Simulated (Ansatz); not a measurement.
An Ansatz input:

```yaml
crystal:
  lattice:
    - [6.4631023964, 1.0e-10, 0.0]
    - [-3.2315511983, 5.5972108625, 0.0]
    - [0.0, 0.0, 1.230065061]
  atoms:
    - { symbol: C, position: [0.0, 0.0, 0.0] }
    - { symbol: C, position: [0.3333333333, 0.6666666667, 0.5] }
    - { symbol: C, position: [0.6666666667, 0.3333333333, 0.5] }
hamiltonian:
  xc: blyp
  pseudopotentials:
    kind: paw
    azcp:
      C: "pseudopotentials/C.paw.azcp"
basis:
  ecutwfc: 420
  fft_grid_basis: typed
kpoints:
  mp_grid: { grid: [6, 6, 27], shift: [0, 0, 0] }
magnetization:
  spin_polarized: false
scf:
  occupations: { method: fermi_dirac, width: 0.1 }
  lower_state_search: "off"
output:
  stress: true
```

and its output:

```
Engine: ansatz 0.2.0, aarch64-unknown-linux-gnu
Pseudopotentials: kind: paw
Pseudopotential: C, paw, valence charge 4, recommended cutoff 420 eV (normal) 
Functional definition: BLYP
  parameter beta = 0.0042
  parameter a = 0.04918
  parameter b = 0.132
  parameter c = 0.2533
  parameter d = 0.349
  exchange = b88_x(beta = beta)
  correlation = lyp_c(a = a, b = b, c = c, d = d)
Crystal: 3 atoms, lattice volume = 44.498 Å³
Basis set: ecut = 420 eV, 833 PW (Γ), exchange–correlation on 90×90×18 points (8 copies of the dense FFT grid, shifted against one another)
Bands: 10, of which v1, the nominal top of the filled ones, is band 6 counted from 1 (5 counted from 0)
Symmetry: 24 space group operations
Space group: P6/mmm (ITA 191), of the structure as read, at distance tolerance 3.5e-5 Å
k-points: 98 of 972
Non-local potential: C, projectors of the file, l = 0: 2, l = 1: 2, l = 2: 1
PAW form: soft (Blöchl's): semilocal exchange-correlation on the pseudo side does not see the compensation charge
PAW frozen core: C, regenerated for the run's functional, and the local potential with it (the file was generated under x = pbe(κ = 0.804, μ = 0.2195149727645171), c = pbe(β = 0.06672455060314922))
PAW one-centre angular grid: C, 110 points (default); XC on 64 Gauss nodes
Initial density: superposition of atomic densities (neutral atoms: chi_scale 0, normalization atom), corrected by the library's trained network
Initial wavefunctions: pseudopotential atomic-orbital guess
Functional: x = b88, c = lyp
SCF iter   1: F=—  HF=-752.572110 eV  |F-HF|=—  |Δ(HF+E_count)|=         —  Δρ=1.19e-2  dr2=2.77e-2  ethr=1.77e-3  ⟨swp⟩=4.9  Hψ=6115  notcnv=0
SCF iter   2: F=—  HF=-752.567371 eV  |F-HF|=—  |Δ(HF+E_count)|=   4.74e-3  Δρ=2.28e-3  dr2=2.10e-3  ethr=2.31e-4  ⟨swp⟩=2.8  Hψ=2624  notcnv=0  defer=49
SCF iter   3: F=—  HF=-752.566517 eV  |F-HF|=—  |Δ(HF+E_count)|=   8.54e-4  Δρ=3.29e-4  dr2=2.33e-5  ethr=1.75e-5  ⟨swp⟩=2.1  Hψ=1497  notcnv=0  defer=49
SCF iter   4: F=—  HF=-752.566713 eV  |F-HF|=—  |Δ(HF+E_count)|=   1.96e-4  Δρ=2.51e-5  dr2=2.23e-7  ethr=1.94e-7  ⟨swp⟩=2.5  Hψ=1604  notcnv=0  defer=49
iter 5 did not close the SCF: its close was put off for the readings that it lacked (scf_convergence_deferred on its scf_iter line)
SCF iter   5: F=-752.566713 eV  HF=-752.566713 eV  |F-HF|=3.93e-9  |Δ(HF+E_count)|=   1.61e-8  Δρ=3.19e-6  dr2=5.99e-9  ethr=1.86e-9  ⟨swp⟩=2.3  Hψ=1397  notcnv=0  defer=49
SCF iter   6: F=-752.566713 eV  HF=-752.566713 eV  |F-HF|=6.14e-12  |Δ(HF+E_count)|=   1.44e-9  Δρ=2.82e-7  dr2=2.05e-11  ethr=4.99e-11  ⟨swp⟩=2.2  Hψ=3465  notcnv=0
SCF 1 converged in 6 iterations: F = -752.566713 eV  dr2 = 2.05e-11
SCF converged after 6 iterations
Free energy (F): -752.566713 eV
Harris-Foulkes:  -752.566713 eV  (|F-HF|=6.14e-12)
Internal energy: -752.545207 eV  (E = F + TS)
E sigma→0 (E₀):  -752.555960 eV
Entropy (-TS):   -0.021506 eV (-7.169 meV/atom)
Fermi energy:    2.046916 eV
--- Per-component energies (eV) ---
  E_band       = -80.476787
  E_kinetic    = 275.002722
  E_local      = -645.534206  (includes V_loc(G=0)·N_el)
  E_nonlocal   = 89.429557
  E_hartree    = 198.169559
  E_xc         = -140.249637
  E_vxc        = -172.700425  (∫ρ·V_xc dr)
  E_paw        = -305.035988  (= ΣΔE_a)
  E_vpaw       = -23.013657  (= ΣTr[D̂ρ^β])
  E_aug_tail   = 0.000032  (compensation charges beyond the density's cutoff)
  E_ewald      = -224.332209
  E_core_change = 0.004963  (= ΣΔE_core)
  E_smearing   = -0.021506  (= −TS)
  E_closure    = 0.000000  (closes the sum)
  Σ components = -752.566713   (vs F -752.566713, Δ=0.00e0)
--- Stress (GPa, compression-positive) ---
        1.060051       0.000000      -0.000000
        0.000000       1.060051       0.000000
       -0.000000       0.000000      59.779374
  P = ⅓ Tr σ = 20.6332 GPa (206.332 kbar)
```
